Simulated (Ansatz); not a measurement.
Two states of KCrF$_{3}$

```
CELL_PARAMETERS angstrom
-3.07051 3.07051 4.06978
3.07051 -3.07051 4.06978
3.07051 3.07051 -4.06978
ATOMIC_POSITIONS crystal
F 0.75000 0.25000 0.50000
F 0.25000 0.75000 0.50000
Cr 0.50000 0.00000 0.50000
Cr 0.00000 0.50000 0.50000
K 0.25000 0.25000 0.00000
K 0.75000 0.75000 0.00000
F 0.73200 0.23200 0.96400
F 0.23200 0.26800 0.50000
F 0.26800 0.76800 0.03600
F 0.76800 0.73200 0.50000
```

Level: r2SCAN, with U_eff = 5.85 eV on Cr d (all-electron-ortho-atomic projectors); 500 eV; 5×5×5 Γ-centred mesh; fermi-dirac occupations (width 0.1 eV); Ansatz 0.2.0, fixed geometry.

State A: Cr3 up, Cr4 down (collinear spin). State B: Cr3 up, Cr4 up (collinear spin).

Question: Which state is lower, and how do they differ?

Answer: State B is lower by 3.0 meV an atom at zero smearing.

```tsv
state	free energy (meV/atom)	largest moment in a small sphere (μB)	net moment (μB/cell)	gap on mesh (eV)	pressure (GPa)	largest force (eV/Å)
A	3.0	3.18	0.00	4.54	-1.2	0.07
B	0.0	3.19	8.00	3.76	-1.2	0.07
```

Origin: a database entry at a rescaled volume. Caveats: an odd or shifted mesh can miss the band edges, so this level's true gap may be smaller.
